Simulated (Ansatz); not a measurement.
The cell is Ga3SbAs2, ordered on the zincblende lattice (P3m1) with 6 atoms a cell; cell and atoms were relaxed with r2SCAN. It is trigonal, P3m1 (No. 156); conventional cell a = 4.125 Å, c = 10.102 Å, 24.81 Å³ an atom. Around As lie 4 Ga at 2.45–2.50 Å; around As lie 4 Ga at 2.46–2.50 Å; around Sb lie 4 Ga at 2.58–2.65 Å; around Ga lie 4 As at 2.46–2.50 Å; around Ga lie 3 As at 2.50 Å and 1 Sb at 2.65 Å; around Ga lie 1 As at 2.45 Å and 3 Sb at 2.58 Å.

The questions ask for values computed with the plane-wave code Ansatz on this geometry. Note: simulated data, non-magnetic, for a generated structure that need not be the stable one.

Given (12×12×4 mesh): r2SCAN gives a gap of zero: filled and empty bands touch at Γ.

(1) How does the gap change from r2SCAN to PBE (12×12×4)?

(2) How does the gap change from r2SCAN to PBE+SOC (12×12×4)?

(3) How does the gap change from r2SCAN to HSE06 (6×6×2)?

(4) What do these levels agree on?

Answers

(1) PBE gives no gap: the lowest nominally empty band dips 0.01 eV below the top of the last filled one (its bottom at Γ–A (0.20 of the way from Γ), the top at Γ), so the cell is a metal or semimetal at this level.

(2) PBE+SOC gives no gap: the lowest nominally empty band dips 0.01 eV below the top of the last filled one (its bottom at A, the top at Γ–A (0.50 of the way from Γ)), so the cell is a metal or semimetal at this level. Spin-orbit coupling itself accounts for 0.000 eV.

(3) With HSE06 the gap is 0.26 eV and direct, at Γ.

(4) The levels disagree on the kind of gap: direct with HSE06; zero gap with r2SCAN; no gap with PBE, PBE+SOC.

Only the levels marked +SOC include spin-orbit coupling.

The meshes of the hybrids are coarse, so their gaps aren't converged to the digits shown.
